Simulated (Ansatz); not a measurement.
An Ansatz (a quantum-chemistry and plane-wave program) input:

Ansatz 0.2 input:
```yaml
crystal:
  lattice:
    - [3.4827798611, 0.0, 0.0]
    - [-1.7413899306, 3.0161758355, 0.0]
    - [0.0, 0.0, 5.4984109805]
  atoms:
    - { symbol: Be, position: [0.0, 0.0, 0.0] }
    - { symbol: Be, position: [0.0, 0.0, 0.5] }
    - { symbol: Se, position: [0.6666666667, 0.3333333333, 0.75] }
    - { symbol: Se, position: [0.3333333333, 0.6666666667, 0.25] }
kpoints:
  mp_grid: { grid: [8, 8, 5] }
basis: { xc_grid: 2 }
hamiltonian:
  xc: pbesol
  pseudopotentials: { kind: paw }
scf:
  occupations: { method: fixed }
output:
  optics: { e_range: [0.0, 15.0], de: 0.05, sigma: 0.1, bands: { spectra_wanted_up_to: 12 eV } }
```

Question: How many symmetry operations and irreducible k-points will the run report?

Answer: 24 operations, 30 of 320 k-points.

Question: With a cutoff of 420 eV, how many plane waves at Γ?

Answer: 1117.

It took about 90 core-seconds (a rough figure) on shared server cores.

Space group P6_3/mmc (NiAs type). This is a known high-pressure phase of the composition, computed here at zero pressure and temperature. Symmetry was held in the PBEsol relaxation; whether a distortion lowers the energy is not shown. Scalar-relativistic: spin–orbit coupling is off unless named, which matters more the heavier the elements.

Potentials: the later of the program's two PAW sets.

Ansatz is a plane-wave DFT program.
